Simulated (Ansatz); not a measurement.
Relaxed-ion elastic tensor of GaPt3 in space group I4/mcm (No. 140; Ga on 4b, Pt on 8h, Pt on 4a) in GPa (Voigt order), PBEsol (plane waves, PAW; program Ansatz); density 18.44 g/cm³, 14.75 Å³ per atom.

```
 363   158   210   0.0   0.0   0.0
 158   363   210   0.0   0.0   0.0
 210   210   314   0.0   0.0   0.0
 0.0   0.0   0.0  94.3   0.0   0.0
 0.0   0.0   0.0   0.0  94.3   0.0
 0.0   0.0   0.0   0.0   0.0  39.0
```

**Question.** Is the crystal mechanically stable?

**Answer.** Yes: the smallest eigenvalue of C is 39.0 GPa.

**Question.** Work out the Voigt, Reuss and Hill averages.

**Answer.** K_V = 244, K_R = 244, K_H = 244; G_V = 76.3, G_R = 65.7, G_H = 71.0 GPa.

**Question.** Give Young's modulus, Poisson's ratio, Pugh's ratio and the universal anisotropy index.

**Answer.** E = 9KG/(3K + G) = 194 GPa; ν = 0.37; K/G = 3.44 (ductile by the Pugh limit of 1.75); A_U = 5G_V/G_R + K_V/K_R − 6 = 0.81.

**Question.** Estimate the sound speeds and the Debye temperature.

**Answer.** v_l = √((K + 4G/3)/ρ) = 4290 m/s, v_t = √(G/ρ) = 1960 m/s, mean 2210 m/s; Θ = (h/k)(3n/4πV)^(1/3) v_m = 268 K.

**Question.** Solve the Christoffel equation for the three sound speeds along x, y, z.

**Answer.** Eigenvalues of C_ijkl n_j n_l equal ρv². In km/s, slowest first: x 1.46, 2.26, 4.44; y 1.46, 2.26, 4.44; z 2.26, 2.26, 4.12.

**Question.** How much does each axis shrink under pressure?

**Answer.** Linear compressibilities β_i = Σ_j S_ij (j = 1 to 3): x 1.4, y 1.4, z 1.3 per TPa.

The first step of the workflow began from a Materials Project structure, measured or hypothetical; the Crystallography Open Database copy checked does not list it. COD files the formula under space group No. 127. Its standing as an ambient phase is unchecked. The PBEsol relaxation kept the symmetry of its start; whether a distortion lowers the energy is not shown. No spin polarisation was allowed. As this level gives no gap, shear constants depend on the k-mesh and smearing (Fermi–Dirac, 0.1 eV here). On the denser mesh and wider smearing of the elastic run this cell carries a stress of 0.3 GPa. Spin–orbit coupling is left out wherever it is not named.

Potentials: the later of the program's two PAW sets.
